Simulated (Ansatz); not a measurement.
Input:

GaN (zinc blende, F-43m), a = 4.455 Å, b = 4.455 Å, c = 4.455 Å, α = 90.00°, β = 90.00°, γ = 90.00°; the cell used has 2 atoms.

This is the LDA-relaxed structure.

### Question
All from LDA (plane waves, PAW; program Ansatz), unless another level is named. Estimate the hole effective mass, band 2 of 3 at the edge.

### Answer
0.85 along [100], 0.85 along [110], 1.9 along [111] (mₑ).

### Question
Give the band gap.

### Answer
1.96 eV (direct).

### Question
And the electron effective mass?

### Answer
0.18 mₑ (isotropic).

### Question
Give the formation energy from the elements (no fitted shifts).

### Answer
-0.73 eV/atom.

### Question
What about the valence-band maximum?

### Answer
at Γ.

The cell was relaxed with LDA under the symmetry of its start. The references are the lowest solids computed at this level, not always the standard phases (solids in place of the gases). Scalar-relativistic: spin–orbit coupling is off unless named, which matters more the heavier the elements.

Potentials: the earlier of the program's two PAW sets. The files were generated under PBE; for other functionals the program regenerates the frozen cores, and for LDA and PBEsol the local potential too.
